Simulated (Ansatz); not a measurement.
Al$_{2}$Pt, a database entry at a rescaled volume

```
Pt Al
1.0
     0.00000    2.94319    2.94319
     2.94319    0.00000    2.94319
     2.94319    2.94319    0.00000
Pt Al
1 2
Direct
  0.00000 0.00000 0.00000
  0.25000 0.25000 0.25000
  0.75000 0.75000 0.75000
```

Single point in Ansatz 0.2.0 with r2SCAN, no spin polarisation. Cutoff 500 eV, PAW datasets, 8×8×8 Γ-centred k mesh, methfessel-paxton filling (width 0.0128 eV).

**Charges.** Bader charges in e: Al +1.98, Pt -3.96. In the mean Al gives up most and Pt takes most.
**Formation energy.** -0.96 eV an atom against the elements' usual phases (free molecules for gases, crystals otherwise, with no correction for O₂ or N₂), so it is bound against them; other compounds may still compete. Relaxing would lower it.
**Stress.** The pressure is 1.3 GPa (compression positive), so with the atoms held at these fractions the cell would first expand.
**At the Fermi level.** It is a metal, with about 1.2 states/eV a cell as the mean within 0.25 eV of the Fermi level, mostly Al p (67 %) and Pt d (17 %).

Origin: a database entry at a rescaled volume.
